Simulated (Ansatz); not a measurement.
Au:
```
CELL_PARAMETERS angstrom
      0.00000     2.02317     2.02317
      2.02317     0.00000     2.02317
      2.02317     2.02317     0.00000
ATOMIC_POSITIONS crystal
  Au 0.00000 0.00000 0.00000
```

Relaxed with LDA.

List the phonon frequencies at the special points (DFPT on a 5×5×5 q-mesh, Fourier-interpolated; DFT-LDA in the program Ansatz with PAW potentials).

In cm⁻¹.

```csv
q,frequencies
Γ,0 0 0
X,89 89 156
U,79 113 137
K,79 113 137
L,61 61 160
W,86 123 123
```

Space group Fm-3m (fcc (Cu type)). Symmetry was held in the LDA relaxation; phonons on a q-mesh show no instability. As this level gives no gap, phonon frequencies hold no LO–TO term and depend on the k-mesh and smearing (Fermi–Dirac, 0.1 eV here). Scalar-relativistic: spin–orbit coupling is off unless named, which matters more the heavier the elements.

Potentials: the earlier of the program's two PAW sets.
